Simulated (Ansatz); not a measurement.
Relaxed candidate structures of TlF3:

A. Pm-3m (No. 221), cP4, ReO3 type; a = 4.3086 Å, b = 4.3086 Å, c = 4.3086 Å, α = 90.00°, β = 90.00°, γ = 90.00°; Tl 1a (0.000, 0.000, 0.000); F 3d (0.000, 0.000, 0.500)

B. Pnma (No. 62), oP16, AFLOW prototype AB3_oP16_62_c_cd (D0_11, as in Fe3C); a = 5.907 Å, b = 7.022 Å, c = 4.830 Å, α = β = γ = 90.00°; Tl 4c (0.370, 0.250, 0.040); F 8d (0.163, 0.067, 0.340); F 4c (0.036, 0.250, 0.868)

### Question
Rank these by energy per atom (lowest first), as r2SCAN (plane waves to 500 eV, PAW, scalar-relativistic; Ansatz, an electronic-structure program) gives it.

### Answer
B (reference, the lowest of the structures calculated here), A (+0.072 eV/atom)

### Question
Give each candidate's band gap.

### Answer
No candidate is metallic. A: 1.43 eV (no spin-orbit coupling); B: 1.98 eV (no spin-orbit coupling).

Each run could gain symmetry but not lose that of its start, so entries can be saddle points. From databases, or of a type measured for this composition: Pnma, oP16, AFLOW prototype AB3_oP16_62_c_cd (D0_11, as in Fe3C); the others are generated cells (placed on structure types, drawn at random, substituted or restacked) that were not matched to a known phase here. Energies are at zero temperature and pressure, without zero-point motion. No spin polarisation in the result. Spin-orbit coupling is missing; with elements this heavy it can move band edges by tenths of an eV or more. Gaps of cells over 8 atoms come from the SCF mesh and high-symmetry points alone.
